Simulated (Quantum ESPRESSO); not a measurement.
# Band energies of RhZn

```
CELL_PARAMETERS angstrom
      2.99023     0.00000     0.00000
      0.00000     2.99023     0.00000
      0.00000     0.00000     2.99023
ATOMIC_POSITIONS crystal
  Zn 0.50000 0.50000 0.50000
  Rh 0.00000 0.00000 0.00000
```

PBEsol (Quantum ESPRESSO, PseudoDojo norm-conserving, 88 Ry, no spin-orbit coupling); path ΓXMΓRX,MR; energies in eV from the Fermi level.

```
k (1/Å)  point  band 14  band 15  band 16  band 17  band 18  band 19  band 20  band 21
-------  -----  -------  -------  -------  -------  -------  -------  -------  -------
0.00         Γ    -6.14    -2.60    -2.60    -0.03    -0.03    -0.03     7.64     7.64
0.70              -6.03    -2.81    -2.67    -1.35    -1.35    -0.14     2.50    11.33
1.05         X    -5.06    -3.88    -2.90    -1.69    -1.69    -0.18     1.71    12.67
1.37              -4.41    -4.12    -2.59    -1.46    -1.32    -0.28     1.70    10.43
2.00              -4.37    -2.09    -0.66    -0.62    -0.47    -0.23     0.89     6.10
2.10         M    -4.37    -2.03    -0.63    -0.63    -0.20    -0.20     0.69     5.99
2.63              -5.12    -2.81    -1.63    -1.55    -0.97    -0.49     3.07     6.14
3.27              -6.10    -2.60    -2.51    -0.50    -0.40    -0.11     6.77     7.00
3.59         Γ    -6.14    -2.60    -2.60    -0.03    -0.03    -0.03     7.64     7.64
3.89              -6.09    -2.55    -2.55    -0.49    -0.23    -0.23     7.36     7.36
4.50              -5.80    -2.24    -2.24    -1.18    -1.18    -0.81     6.40     6.40
5.10              -4.21    -3.70    -3.70     0.35     0.35     3.77     4.66     6.51
5.41         R    -4.04    -4.04    -4.04     0.76     0.76     3.66     6.80     6.80
5.70              -4.16    -3.74    -3.72     0.22     0.53     4.08     4.70     5.35
6.30              -4.29    -3.49    -2.35    -1.89    -0.55     0.57     1.96     9.06
6.89         X    -5.06    -3.88    -2.90    -1.69    -1.69    -0.18     1.71    12.67
6.89         M    -4.37    -2.03    -0.63    -0.63    -0.20    -0.20     0.69     5.99
7.37              -4.26    -2.86    -2.86    -1.09     0.72     2.91     2.91     5.22
7.94         R    -4.04    -4.04    -4.04     0.76     0.76     3.66     6.80     6.80
```

A metal at this level: along this path bands 17, 18, 19 cross the Fermi level.

Spin-orbit splittings are left out.

Geometry of the Materials Project entry, not relaxed at this level.

The structure is a Materials Project entry; no match was found in the copy of COD used, and its stability was not checked.
